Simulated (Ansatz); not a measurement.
Problem. Ga (α-Ga, Cmce) is relaxed with DFT-r²SCAN in the program Ansatz with PAW potentials. What lattice parameters of the conventional cell result?

Solution. a = 4.472 Å, b = 7.595 Å, c = 4.525 Å.

Problem. Give the free coordinates with the occupied sites.

Solution. In one choice of origin and axes:

```json
[
 {"atom": "Ga", "site": "8f", "symmetry": "m..", "x": "0.0000", "y": "0.3440", "z": "0.4154"}
]
```

The cell was relaxed with r²SCAN under the symmetry of its start; of distortions, only those at the zone centre were tested. Axis ratios of metals converge slowly with the k-mesh, so a and c are less sure than the volume.

Potentials: the later of the program's two PAW sets.
